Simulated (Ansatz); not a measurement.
PtS2:
```
PtS2
1.0
    3.55080     0.00000     0.00000
   -1.77540     3.07508     0.00000
    0.00000     0.00000     5.20270
Pt S
1 2
Cartesian
  0.00000   0.00000   0.00000
  0.00000   2.05005   1.22564
  1.77540   1.02503   3.97706
```

Tensor components refer to the Cartesian frame of this cell.

Q: Give the high-frequency dielectric tensor and the Born effective charge tensors of the independent atoms from DFPT, r²SCAN+D4 in the plane-wave PAW code Ansatz.

A: 
ε∞:
```
16.6  0.00  0.00
0.00  16.6  0.00
0.00  0.00  8.99
```
Z* of atom 1 (Pt), rows: field, columns: displacement, in e:
```
 3.12   0.00   0.00
 0.00   3.12   0.00
 0.00   0.00  -0.14
```
Z* of atom 2 (S), rows: field, columns: displacement, in e:
```
-1.56   0.00   0.00
 0.00  -1.56   0.00
 0.00   0.00   0.07
```

Static charges for comparison (Bader): Pt1 +0.53, S2 -0.27 e. Born charges measure polarisation by displacement and can exceed these by far.

Space group P-3m1 (CdI2 type). The r²SCAN+D4 relaxation kept the symmetry of its start. No spin polarisation was allowed. Scalar-relativistic: spin–orbit coupling is off unless named, which matters more the heavier the elements.

Potentials: the later of the program's two PAW sets.
